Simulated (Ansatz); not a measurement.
Polymorphs of Y₂Ge, each relaxed with PBE in the plane-wave PAW code Ansatz:

A: P6_3/mmc
a = b = 5.1712 Å, c = 6.3767 Å, α = β = 90.00°, γ = 120.00°

```csv
atom,site,symmetry,x,y,z
Ge,2c,-6m2,0.3333,0.6667,0.2500
Y,2a,-3m.,0.0000,0.0000,0.0000
Y,2d,-6m2,0.6667,0.3333,0.2500
```

B: P4/nmm
a = b = 4.376 Å, c = 8.091 Å, α = β = γ = 90.00°

| atom | site | symmetry | x | y | z |
|---|---|---|---|---|---|
| Y | 2a | -4m2 | 0.0000 | 0.0000 | 0.0000 |
| Y | 2c | 4mm | 0.5000 | 0.0000 | 0.3572 |
| Ge | 2c | 4mm | 0.0000 | 0.5000 | 0.2756 |

Put the candidates in order of energy per atom at 0 K, lowest first, for PBE.

B (+0 meV/atom), A (+102 meV/atom)

Constructed cells (a structure type filled with these elements, in neither database checked): A; B. All cells were relaxed under the symmetry of their starts (and spin orders); stability against distortions was not tested throughout. Rows with no word on spin ran without spin polarisation. Scalar-relativistic: spin–orbit coupling is off unless named, which matters more the heavier the elements.

Energies hold the estimated change up to a 700 eV cutoff; steps of a few meV lie near the error of the meshes.

Potentials: the later of the program's two PAW sets.
